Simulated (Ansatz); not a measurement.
BaTiO3:
```
CELL_PARAMETERS angstrom
      3.97187     0.00000     0.00000
      0.00000     3.97187     0.00000
      0.00000     0.00000     4.11405
ATOMIC_POSITIONS crystal
  Ti 0.50000 0.50000 0.45242
  Ba 0.00000 0.00000 0.93434
  O  0.50000 0.50000 0.89508
  O  0.50000 0.00000 0.41208
  O  0.00000 0.50000 0.41208
```

Relaxed with r²SCAN. Special points in fractions of this cell's reciprocal vectors: Γ (0.000, 0.000, 0.000); X (0.000, 0.500, 0.000); M (0.500, 0.500, 0.000); Z (0.000, 0.000, 0.500); R (0.000, 0.500, 0.500); A (0.500, 0.500, 0.500).

**Question.** List the band energies nearest the valence-band maximum at these points for r²SCAN in the plane-wave PAW code Ansatz.

**Answer.** In eV from the valence-band maximum; about four levels below and three above (degenerate sets whole), none deeper than 8.9 eV; points with the same levels are listed once.

```
k                         below           above
-  ----------------------------  --------------
Γ       -1.34 -0.70 -0.48 -0.48  2.23 2.72 2.72
X       -1.94 -1.69 -1.38 -1.18  2.79 3.90 3.99
M       -1.99 -1.10 -1.10 -0.04  4.02 4.02 4.40
Z       -2.00 -1.98 -0.72 -0.72  2.33 3.90 3.90
R       -1.84 -1.07 -1.01 -0.39  3.93 3.94 4.27
A  -2.54 -2.54 -0.35 -0.35 0.00  4.51 4.51 4.58
```

Space group P4mm. Symmetry was held in the r²SCAN relaxation. No spin polarisation was allowed. Scalar-relativistic: spin–orbit coupling is off unless named, which matters more the heavier the elements.

Potentials: the later of the program's two PAW sets.
